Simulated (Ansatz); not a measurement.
**5 guesses for RbGa₃Te₂ and where they end**

Level of theory: Ansatz 0.2.0, DFT PBE, scalar-relativistic, plane waves, PAW. All cells share a 420 eV cutoff and Γ-centred k meshes spaced at most about 0.3 Å⁻¹ (about 0.25 or finer for metals, 2π included). No spin polarisation in the final relaxations.

Each guess was relaxed in cell and atoms at zero pressure, within the symmetry of its start. These are static total energies at zero pressure. Coordination counts Te atoms around Ga and Rb (those within 1.25 times the shortest such distance or 1.15 times the sum of covalent radii; the shortest distance is added where it is long for a bond; a slash parts the counts of unlike sites).

```csv
guess,made from,start group,V start (Å³/atom),end group,V end (Å³/atom),coordination at the end,gap on mesh (eV),E over the lowest end (meV/atom)
1,random cell,P6/mmm,31.9,?,?,?,?,?
2,random cell,P4/mmm,29.9,P4/mmm,37.1,"Rb 8, Ga 2/4 from 3.7 Å",0,203
3,LaAl2Cu3 type,Cmmm,28.0,Cmmm,30.6,"Rb 8, Ga 4 from 3.1 Å/4 from 3.3 Å",0,0
4,HoCo3B2 type,P6/mmm,24.8,P6/mmm,31.4,"Rb 6, Ga 4 from 3.1 Å",0,145
5,Mg2Ni3P type,R-3m,25.0,R-3m,34.7,"Rb 6, Ga 4 from 3.3 Å",0,49
```

Guess 1 as it starts:

```
Rb Ga Te
1.0
     4.87492    0.00000    0.00000
    -2.43746    4.22181    0.00000
     0.00000    0.00000    9.29180
Rb Ga Te
1 3 2
Direct
  0.00000 0.00000 0.50000
  0.33333 0.66667 0.50000
  0.66667 0.33333 0.50000
  0.00000 0.00000 0.00000
  0.33333 0.66667 0.00000
  0.66667 0.33333 0.00000
```

Q: Predict the end of this guess and its energy over the lowest end.

A: It ends in space group P6/mmm (No. 191), with a = 5.692 Å, c = 6.525 Å, 30.5 Å³/atom and no gap. It lies 0.51 eV/atom over the lowest end, above guess 2 and so the highest of the set. Counting Te atoms around Ga and Rb, this end has Rb 12 from 4.6 Å, Ga 2 from 3.3 Å/6 from 3.3 Å and the lowest (guess 3) has Rb 8, Ga 4 from 3.1 Å/4 from 3.3 Å.

```
CELL_PARAMETERS angstrom
5.69232 0.00000 0.00000
-2.84616 4.92969 0.00000
0.00000 0.00000 6.52547
ATOMIC_POSITIONS crystal
Rb 0.00000 0.00000 0.50000
Ga 0.33333 0.66667 0.50000
Ga 0.66667 0.33333 0.50000
Ga 0.00000 0.00000 0.00000
Te 0.33333 0.66667 0.00000
Te 0.66667 0.33333 0.00000
```

Formation energies are uncorrected and refer to the elements' standard structures at the same level.

Q: Is the lowest end bound against the elements?

A: Yes: its formation energy is −0.30 eV/atom. Whether it is stable depends on the other phases of the system, which aren't compared here.

These runs have no spin–orbit coupling, which can matter for Te. The reference form of Te is held partly by dispersion forces, which this level lacks. Cells relaxed within their symmetry can be saddle points. A lower structure may well exist outside this small set. Some candidate types were left out of the draw beforehand, so a known form may be missing.
